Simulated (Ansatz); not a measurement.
# Si4Ni3Pt: phonons across the zone

Theory: DFT PBE, scalar-relativistic, plane waves, PAW in Ansatz. Plane waves to 420 eV; Γ-centred k mesh 8×8×8; Fermi-Dirac smearing of 0.15 eV. No spin polarisation. Phonons by linear response, acoustic sum rule imposed.

The cell, relaxed at this level:
```
Si Ni Pt
1.0
     4.57917    0.00000    0.00000
     0.00000    4.57917    0.00000
     0.00000    0.00000    4.81781
Si Ni Pt
4 3 1
Direct
  0.00000 0.50000 0.84893
  0.50000 0.00000 0.84893
  0.00000 0.00000 0.15352
  0.50000 0.50000 0.16536
  0.00000 0.50000 0.33210
  0.50000 0.00000 0.33210
  0.00000 0.00000 0.65987
  0.50000 0.50000 0.65920
```

The structure comes from a generated guess, relaxed at this level; another structure or a mixture of phases may lie lower. In a metal, frequencies and elastic constants depend on the k mesh and the smearing, soft modes and shear constants most. Spin–orbit coupling is left out, which matters for heavy elements.

Force constants from linear response on a 2×2×2 q mesh.

(1) Is the structure dynamically stable on this mesh?

(2) Give the frequencies (cm⁻¹; i marks imaginary ones) at the irreducible q points, in fractions of the reciprocal vectors.

Answers

(1) Yes, on this mesh: no mode is imaginary.

(2)
```
                   q  star                                                                                      frequencies
   0.000 0.000 0.000     1          0 0 0 57 57 139 139 144 149 149 178 205 205 212 232 232 270 270 327 332 343 343 352 425
  0.000 0.000 -0.500     1    75 75 105 105 117 117 139 139 152 176 197 204 211 211 235 235 266 266 335 335 338 344 366 456
  0.000 -0.500 0.000     2     42 52 93 108 130 143 145 146 146 181 189 198 208 213 237 256 262 269 332 337 347 347 352 432
 0.000 -0.500 -0.500     2    73 84 104 117 127 131 132 136 187 193 202 206 213 217 240 244 248 264 332 339 345 362 364 466
 -0.500 -0.500 0.000     1  105 105 109 141 141 143 148 162 177 177 182 184 185 212 212 261 276 276 311 344 355 355 368 444
-0.500 -0.500 -0.500     1    92 92 122 127 135 135 143 182 184 196 198 207 207 211 211 253 260 260 310 360 360 376 376 482
```
